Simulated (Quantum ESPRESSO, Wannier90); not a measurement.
## TiO$_{2}$ (anatase), plane waves to Wannier functions

```xyz
6
Lattice="0.0000 -3.7825 0.0000 3.7825 0.0000 0.0000 -1.8913 1.8913 4.8075" Properties=species:S:1:pos:R:3 pbc="T T T"
Ti     0.0000     0.0000     0.0000
Ti     0.0000     1.8913     2.4038
O      1.8913     0.0000    -0.4120
O      0.0000     0.0000     1.9918
O      0.0000     0.0000    -1.9918
O      0.0000     1.8913     0.4120
```

Materials Project entry mp-390; symmetrised, unrelaxed at this level. COD (Crystallography Open Database) has the formula in 6 space groups, this one among them (matched by group alone). Level: PBEsol, no spin polarisation, no spin-orbit coupling; pw.x of Quantum ESPRESSO at 68 Ry with PseudoDojo potentials, 8×8×8 k-points, Wannier90. Density: 10×10×10 mesh, cold smearing 0.01 Ry.

Valence charges of the files: Ti 12, O 6. 50 bands were computed.

Isolated groups of bands, relative to the valence-band maximum (bands from 25 on overlap up to the last one computed):

```tsv
bands	from (eV)	to (eV)	filling	weight on atomic waves
1–2	-56.11	-56.05	filled	Ti 3s 96 %
3–8	-32.70	-32.31	filled	Ti 3p 97 %
9–12	-17.51	-15.76	filled	O 2s 84 %, Ti 3d 7 %, Ti 4s 6 %
13–24	-4.75	0.00	filled	O 2p 80 %, Ti 3d 16 %
```

Wanted is a model with the orbitals Ti d, O p, without the filled groups that are mainly made of other shells (semicore states, and anion s where it isn't named); all higher bands stay in for disentanglement.

Give num_wann, exclude_bands and num_bands, and the number of electrons that the model holds.

Electrons: 2×12 + 4×6 = 48, which fill 24 bands.
num_wann = 2×5 + 4×3 = 22.
exclude_bands = 1-12, 12 bands, so num_bands = 50 − 12 = 38.
The model holds 48 − 2×12 = 24 electrons. With the window frozen to 3.62 eV it follows pw.x to 0.2 meV rms (states up to 3.1 eV relative to the valence-band maximum).
